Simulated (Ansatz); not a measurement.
HfPbO3 (cubic perovskite, space group No. 221), r²SCAN (plane waves, PAW; program Ansatz). The conduction-band minimum lies at X, with 3 equivalent valleys. Second derivatives d²E/dk² of the lowest band at one valley (eV·Å²), along Cartesian directions:

```json
[
 {"direction": "[100]", "d²E/dk²": "21.22"},
 {"direction": "[010]", "d²E/dk²": "21.22"},
 {"direction": "[001]", "d²E/dk²": "37.76"},
 {"direction": "[110]", "d²E/dk²": "21.22"},
 {"direction": "[101]", "d²E/dk²": "29.49"},
 {"direction": "[011]", "d²E/dk²": "29.49"}
]
```

Problem. Find the principal effective masses, the density-of-states mass and the conductivity mass.

Solution. Off-diagonal terms follow from H_xy = H[110] − (H_xx + H_yy)/2, and m*/mₑ = 7.620 eV·Å² over each eigenvalue: 0.20, 0.36, 0.36. One valley's DOS mass (m₁m₂m₃)^(1/3) = 0.30, conductivity mass 3/(Σ 1/mᵢ) = 0.29 mₑ.

Problem. What effective density of states Nc follows at 300 K for parabolic valleys?

Solution. Nc = 2.509e19 × 3 × (0.30)^(3/2) ≈ 1.2e19 cm⁻³.

Space group Pm-3m (cubic perovskite). The first step of the workflow began from a Materials Project structure, measured or hypothetical; the Crystallography Open Database copy checked does not list it. COD files the formula under space group No. 55. Whether it is the stable phase at ambient conditions was not checked. The r²SCAN relaxation kept the symmetry of its start; whether a distortion lowers the energy is not shown. No spin polarisation was allowed. Spin–orbit coupling is left out wherever it is not named.

Potentials: the later of the program's two PAW sets.

Edges and masses are those of Kohn–Sham bands, whose gap is no quasiparticle gap.
